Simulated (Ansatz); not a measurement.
Pb (hcp, Mg type)

```xyz
2
Lattice="3.4857 0.0000 0.0000 -1.7429 3.0187 0.0000 0.0000 0.0000 5.7564" Properties=species:S:1:pos:R:3 pbc="T T T"
Pb     0.0000     2.0125     1.4391
Pb     1.7429     1.0062     4.3173
```

The slice is a (-1 1 0 2) plane (indices of the conventional cell) through the point (0.667, 0.333, 0.750) (fractional), spanned by u = [110] and v = [1 -1 1] in vectors of this cell: u (3.49 Å) and v (8.34 Å, at 90° to u). It covers one period; positions are fractions (u, v).

These are r2SCAN+rVV10 (plane waves to 500 eV, PAW, scalar-relativistic; Ansatz, a program for electronic structure) values and carry that method's errors. k mesh 15×15×8. Near the nuclei the fields are pseudised (PAW); where an atom keeps semicore shells as valence, they peak there. Pb was relaxed with its symmetry unable to fall. Spin-orbit coupling is left out, though Pb is heavy. This is one of several known forms of Pb; the measured ambient cells at hand have space group No. 225.

Q: Sketch the valence electron density on this plane as a map.

A: 
| v \ u | 0.00 | 0.10 | 0.20 | 0.30 | 0.40 | 0.50 | 0.60 | 0.70 | 0.80 | 0.90 |
|---|---|---|---|---|---|---|---|---|---|---|
| 0.92 | 0.4 | 0.2 | -0.2 | -0.6 | -0.9 | -1.0 | -0.9 | -0.6 | -0.2 | 0.2 |
| 0.83 | -0.7 | -0.8 | -0.9 | -1.1 | -1.2 | -1.3 | -1.2 | -1.1 | -0.9 | -0.8 |
| 0.75 | -0.9 | -0.9 | -1.0 | -1.1 | -1.2 | -1.3 | -1.2 | -1.1 | -1.0 | -0.9 |
| 0.67 | -0.1 | -0.2 | -0.5 | -0.8 | -1.0 | -1.1 | -1.0 | -0.8 | -0.5 | -0.2 |
| 0.58 | 0.4 | 0.2 | -0.2 | -0.6 | -0.9 | -1.0 | -0.9 | -0.6 | -0.2 | 0.2 |
| 0.50 | -0.2 | -0.3 | -0.5 | -0.8 | -1.0 | -1.1 | -1.0 | -0.8 | -0.5 | -0.3 |
| 0.42 | -0.9 | -1.0 | -1.0 | -1.0 | -0.9 | -0.9 | -0.9 | -1.0 | -1.0 | -1.0 |
| 0.33 | -1.3 | -1.2 | -1.1 | -0.9 | -0.8 | -0.7 | -0.8 | -0.9 | -1.1 | -1.2 |
| 0.25 | -1.3 | -1.2 | -1.1 | -1.0 | -0.9 | -0.9 | -0.9 | -1.0 | -1.1 | -1.2 |
| 0.17 | -0.8 | -0.8 | -0.9 | -1.0 | -1.1 | -1.1 | -1.1 | -1.0 | -0.9 | -0.8 |
| 0.08 | 0.4 | 0.2 | -0.2 | -0.6 | -0.9 | -1.0 | -0.9 | -0.6 | -0.2 | 0.2 |
| 0.00 | 1.0 | 0.8 | 0.4 | -0.3 | -0.7 | -0.9 | -0.7 | -0.3 | 0.4 | 0.8 |

Values: log₁₀ of the valence density in e/Å³. The scale is logarithmic, as a density can span decades between atoms and voids.
